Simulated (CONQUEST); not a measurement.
Consider a self-consistent single point of MgO (Fm-3m, 8 atoms in the cell; from Materials Project mp-1265, changed as shown).

```
MgO
1.0
    4.11012     0.00000     0.00000
    0.00000     4.11012     0.00000
    0.00000     0.00000     4.11012
Mg O
4 4
Direct
  0.00000   0.00000   0.00000
  0.00000   0.50000   0.50000
  0.50000   0.00000   0.50000
  0.50000   0.50000   0.00000
  0.50000   0.00000   0.00000
  0.50000   0.50000   0.50000
  0.00000   0.00000   0.50000
  0.00000   0.50000   0.00000
```

Level of theory: LDA (PW92), numerical atomic orbitals double-zeta with polarisation (the shipped basis), PseudoDojo norm-conserving potentials made for LDA (CONQUEST).

CONQUEST settings:

```
key                                             value
---------------------  ------------------------------
basis                                             DZP
Diag.MPMeshX, Y, Z                              8 8 8
potentials             PseudoDojo norm-conserving LDA
Grid.GridCutoff                                140 Ha
DM.SolutionMethod                              diagon
Diag.kT                                   0.000735 Ha
Diag.GammaCentred                                true
minE.SCTolerance                              1.0e-06
SC.MaxIters                                       100
SC.LinearMixingFactor                             0.5
AtomMove.TypeOfRun                             static
```

**Question.** Estimate, at this level of theory: gap on the k-point mesh and pressure.

**Answer.** The run gave:

Gap on the k-point mesh: 5.33 eV
Pressure: 12.86 GPa

The gap is read on the k-point mesh of the run and can differ from the gap over the whole zone at this level.

For comparison: a first run was changed to give this one (lattice scaled by 0.98), and from it to this one the free energy goes up by 19.5 meV/atom, the pressure goes from 0.16 to 12.86 GPa and the gap on the mesh goes from 4.686 to 5.329 eV.

The program uses no crystal symmetry, so grid and mesh can part values that symmetry would make equal. The atom-centred basis is finite, which shifts total energies, pressures and gaps against plane waves. The structure comes from a collection of computed structures, made at another level of theory; the collection holds predicted forms beside known ones.

Cost on one core: around 6 core-minutes (rough).
